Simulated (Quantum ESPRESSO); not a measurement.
# Kohn-Sham bands of Hf2Ge (I4/mcm)

```xyz
6
Lattice="-3.2903 3.2903 2.6465 3.2903 -3.2903 2.6465 3.2903 3.2903 -2.6465" Properties=species:S:1:pos:R:3 pbc="T T T"
Hf     1.0250     2.2653    -2.6465
Hf     2.2653     1.0250     0.0000
Hf     1.0250    -2.2653     0.0000
Hf    -1.0250     2.2653     0.0000
Ge     0.0000     0.0000    -1.3232
Ge     0.0000     0.0000     1.3232
```

Materials Project entry mp-9939; symmetrised, unrelaxed at this level. Not found in the COD (Crystallography Open Database) copy used; not checked further. Computed values, not measurements, from PBEsol: Quantum ESPRESSO (norm-conserving PseudoDojo potentials, cutoff 63 Ry, no spin polarisation, no spin-orbit coupling) on a Γ-centred 4×4×4 mesh, then Wannier90. Density: 8×8×8 mesh, cold smearing 0.01 Ry. Spin-orbit coupling is left out although heavy elements are present.

### Question
List the Kohn-Sham levels between −8 and 3.0 eV relative to the Fermi level at the high-symmetry points, as a band run of pw.x on that density gives them (levels within 2 meV counted together).

### Answer
```tsv
point	k (reciprocal lattice)	levels (eV)
Γ	0.000 0.000 0.000	-7.04, -4.16, -3.69, -3.30 (×2), -1.64 (×2), -1.24 (×2), -1.09, -0.90, 1.82, 1.88, 2.07, 2.46 (×2), 2.96 (×2)
X	0.000 0.000 0.500	-6.66, -6.13, -4.89, -2.52, -2.29, -2.28, -2.06, -1.38, -1.28, -0.79, -0.43, 1.27, 1.47, 1.69, 2.42, 2.67
M	-0.500 0.500 0.500	-6.21, -5.80, -5.12 (×2), -2.36, -2.14 (×2), -0.92, -0.49, 0.05, 0.30, 0.40 (×2), 1.58, 1.59, 1.87 (×2)
Z	0.412 0.412 -0.412	-7.64, -5.01 (×2), -4.20, -2.43, -2.11 (×2), -1.04, -0.23, -0.15, 0.55 (×2), 0.83, 1.05, 1.51 (×2), 2.38
Z_0	-0.412 0.588 0.412	-7.64, -5.01 (×2), -4.20, -2.43, -2.11 (×2), -1.04, -0.23, -0.15, 0.55 (×2), 0.83, 1.05, 1.51 (×2), 2.38
P	0.250 0.250 0.250	-4.60 (×2), -2.40 (×2), -1.29 (×2), -0.75 (×2), -0.64 (×2), 0.15 (×2), 2.00 (×2)
N	0.000 0.500 0.000	-4.03 (×2), -3.24 (×2), -1.08 (×2), -0.78 (×2), -0.53 (×2), 0.13 (×2), 1.96 (×2)
```
